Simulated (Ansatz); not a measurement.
Here is the system:

Mg2Si (fluorite or antifluorite type, Fm-3m), a = 6.3644 Å, b = 6.3644 Å, c = 6.3644 Å, α = 90.00°, β = 90.00°, γ = 90.00°; the cell used has 3 atoms.

This is the PBE-relaxed structure.

Problem. All from PBE in the plane-wave PAW code Ansatz, unless another level is named. Estimate the Born charges (a third of the trace).

Solution. Mg +1.86, Si -3.72 e.

Problem. What about the Bader charges?

Solution. Mg +1.48, Si -2.97 e.

Problem. Give the electronic dielectric constant ε∞ (DFPT).

Solution. 15.4.

Problem. And the static dielectric constant ε0 (ions relaxed, cell fixed)?

Solution. 23.4.

The PBE relaxation kept the symmetry of its start; phonons on a q-mesh show no instability.

Potentials: the later of the program's two PAW sets.
